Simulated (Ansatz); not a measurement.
C (rhombohedral graphite, R-3m) under volume change, r²SCAN in the plane-wave PAW code Ansatz, shape and atoms relaxed at each volume.

| V (Å³/atom) | E − E(relaxed) (meV/atom) | P (GPa) |
|---|---|---|
| 8.429 | 6.9 | 3.28 |
| 8.707 | 2.6 | 1.76 |
| 8.985 | 0.5 | 0.68 |
| 9.263 | 0.0 | 0.00 |
| 9.541 | 0.5 | -0.51 |
| 9.819 | 1.7 | -0.74 |
| 10.097 | 3.1 | -0.91 |

Q: What does a third-order Birch–Murnaghan fit give for V₀, B₀ and B′?

A: V₀ = 9.25 Å³/atom, B₀ = 20.1 GPa, B′ = 13.4.

The workflow started from a Materials Project entry (that database holds measured and hypothetical structures alike); the Crystallography Open Database files this formula in space group No. 166, but the cells were not matched. It is not the phase usual at ambient conditions (space group No. 194, 227). The cell was relaxed with r²SCAN under the symmetry of its start; its stability against distortions is not shown here. A crystal of weakly bound layers computed without a dispersion correction: the cell and the soft elastic constants depend strongly on that.

Potentials: the later of the program's two PAW sets.
